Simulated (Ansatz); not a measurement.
# Bi2S3 at a changed volume — ³³S NMR of the central transition

Cell: an entry of the Crystallography Open Database (COD), relaxed with PBE at fixed cell and then changed (volume scaled by 1.01, ions relaxed).

Space group Pnma (No. 62); a = 11.3827, b = 4.0073, c = 11.2302 Å.

```
site  Wyckoff  site symmetry       x       y       z
 Bi1       4c            .m.  0.4861  0.2500  0.3252
 Bi5       4c            .m.  0.3396  0.7500  0.0321
  S9       4c            .m.  0.2854  0.2500  0.1912
 S13       4c            .m.  0.5497  0.7500  0.1291
 S17       4c            .m.  0.3784  0.7500  0.4436
```

One atom of each set is listed.

Method: Kohn–Sham DFT in Ansatz, PBE, plane waves and PAW, scalar-relativistic, 420 eV cutoff, Γ-centred 3×7×3 k-points, Fermi–Dirac smearing 0.02 eV.

³³S has I = 3/2 and Q = -69.40 mb (Pyykkö 2018); at 28.2 T its Larmor frequency is ν₀ = 92.3 MHz. Only the quadrupole interaction is simulated: positions count from each site's isotropic chemical shift, and shift anisotropy, dipolar and J coupling are left out.

The S sites: S9 (4 atoms; 3 Bi at 2.74–2.75 Å); S13 (4 atoms; 5 Bi at 2.63–3.06 Å); S17 (4 atoms; 5 Bi at 2.70–3.34 Å).

Fitted components of the simulated spectrum:

```
component  |C_Q| (MHz)     η
        A         4.84  0.34
        B         7.43  0.89
        C         15.2  0.18
```

Q: Which site most likely gives which component?

A: By the calculation, A is S9, B is S13, C is S17. At S9 V_zz stands upright on the plane through its three neighbours (within 1°).

Without spin–orbit coupling the gradients at and beside Bi can be off by some per cent, at some sites by more.

The relaxation (3 steps) took 2.8 min of wall time (5.4 min of CPU time) and 1.5 GiB at its peak, on 2 threads of Intel Xeon Processor @ 2.50GHz (Skylake/Cascade Lake) (x86_64; 62 cores open to the job, memory cap 5.0 GiB, no GPU), a shared host with a load of 0.8 a core.
